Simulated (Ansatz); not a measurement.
GaSnO3:
```yaml
crystal:
  lattice:
    - [3.57972, 0.00000, 0.00000]
    - [0.00000, 3.57972, 0.00000]
    - [0.00000, 0.00000, 4.73863]
  atoms:
    - { symbol: Ga, position: [0.50000, 0.50000, 0.60888] }
    - { symbol: Sn, position: [0.00000, 0.00000, 0.18608] }
    - { symbol: O, position: [0.00000, 0.50000, 0.45124] }
    - { symbol: O, position: [0.50000, 0.00000, 0.45124] }
    - { symbol: O, position: [0.50000, 0.50000, 0.99276] }
```

Relaxed with r²SCAN+D4.

**Question.** Give the Bader charges and basin volumes of the independent atoms, r²SCAN+D4 (plane waves, PAW; program Ansatz).

**Answer.** 

```tsv
atom	Bader charge (e)	Bader volume (Å³)
Ga1	+1.97	7.8
Sn2	+1.89	16.0
O3	-1.32	11.4
O5	-1.22	14.1
```

Space group P4mm. The start of the workflow was typed in or built on a structure type; neither database checked (COD, Materials Project) lists it. Whether it is the stable phase at ambient conditions was not checked. The r²SCAN+D4 relaxation kept the symmetry of its start; whether a distortion lowers the energy is not shown. Scalar-relativistic: spin–orbit coupling is off unless named, which matters more the heavier the elements.

Potentials: the earlier of the program's two PAW sets. The files were generated under PBE; for other functionals the program regenerates the frozen cores, and for LDA and PBEsol the local potential too.
